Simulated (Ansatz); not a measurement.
A scan (energy over volume and axial ratio; atoms clamped) gave these values. Level of theory: PBEsol (plane waves to 420 eV, PAW, scalar-relativistic; Ansatz, a first-principles code).

| Property | Value |
|---|---|
| Shear modulus C′ = (C11 − C12)/2 (fit, atoms clamped) | 19.1 GPa |

Task: Of these crystals, all scanned alike, which one is it?
(A) Cu₂O (cuprite type, space group Pn-3m)
(B) CoSi₂ (fluorite type, space group Fm-3m)
(C) AgBr (rock salt)

Result: C, AgBr (rock salt). The others have, for the shear modulus C′ = (C11 − C12)/2: CoSi2 50 GPa, Cu2O 9 GPa

All were relaxed with their symmetry unable to fall. CoSi2 is run without spin polarisation. Cu2O is run without spin polarisation.

(A scan under strain: stresses follow from slopes of the energy per volume, elastic moduli from its curvatures.)
